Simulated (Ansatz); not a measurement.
Problem. Each is relaxed and computed with DFT-r²SCAN in the program Ansatz with PAW potentials. Which is the only metal?
A) Ca3SnH2, Cmcm (Ca on 4c, Ca on 8g, Sn on 4c, H on 8e)
B) YSnGe, Cmcm (Y on 4c, Sn on 4c, Ge on 4c)
C) SnO2, rutile
D) Y2TiO5, Pnma (Pearson symbol oP32)

Solution. B, YSnGe, Cmcm (Y on 4c, Sn on 4c, Ge on 4c). YSnGe: metal; Ca3SnH2: gap 0.39 eV (direct); SnO2: gap 1.77 eV (direct); Y2TiO5: gap 3.86 eV (indirect). Standing as an ambient phase not checked: YSnGe, Cmcm (Y on 4c, Sn on 4c, Ge on 4c); Ca3SnH2, Cmcm (Ca on 4c, Ca on 8g, Sn on 4c, H on 8e); Y2TiO5, Pnma (Pearson symbol oP32). All cells were relaxed under the symmetry of their starts (and spin orders); stability against distortions was not tested throughout. Rows with no word on spin ran without spin polarisation. Spin–orbit coupling is left out wherever it is not named.

Potentials: the later of the program's two PAW sets.
